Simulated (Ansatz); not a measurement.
TePd (CsCl type, Pm-3m) under volume change, DFT-PBE in the program Ansatz with PAW potentials, scaled uniformly.

```json
[
 {"V (Å³/atom)": "18.674", "E − E(relaxed) (meV/atom)": "[?]", "P (GPa)": "[?]"},
 {"V (Å³/atom)": "19.290", "E − E(relaxed) (meV/atom)": "26.8", "P (GPa)": "7.40"},
 {"V (Å³/atom)": "19.906", "E − E(relaxed) (meV/atom)": "6.3", "P (GPa)": "3.38"},
 {"V (Å³/atom)": "20.521", "E − E(relaxed) (meV/atom)": "0.0", "P (GPa)": "0.00"},
 {"V (Å³/atom)": "21.137", "E − E(relaxed) (meV/atom)": "5.6", "P (GPa)": "-2.82"},
 {"V (Å³/atom)": "21.752", "E − E(relaxed) (meV/atom)": "21.0", "P (GPa)": "-5.16"},
 {"V (Å³/atom)": "22.368", "E − E(relaxed) (meV/atom)": "[?]", "P (GPa)": "[?]"}
]
```

Problem. Fill in the missing entries.

Solution. 
- 22.368, E − E(relaxed) (meV/atom): 44.7
- 22.368, P (GPa): -7.08
- 18.674, E − E(relaxed) (meV/atom): 64.2
- 18.674, P (GPa): 12.22

Problem. What does a third-order Birch–Murnaghan fit give for V₀, B₀ and B′?

Solution. V₀ = 20.52 Å³/atom, B₀ = 102 GPa, B′ = 5.0.

A made-up cell: these elements were put on the sites of a structure type; neither database checked (COD, Materials Project) lists it. COD files the formula under space group No. 194, so this cell is another polymorph or a model. Its standing as an ambient phase is unchecked. Symmetry was held in the PBE relaxation; its stability against distortions is not shown here. No spin polarisation was allowed. Spin–orbit coupling is left out wherever it is not named.

Potentials: the earlier of the program's two PAW sets.
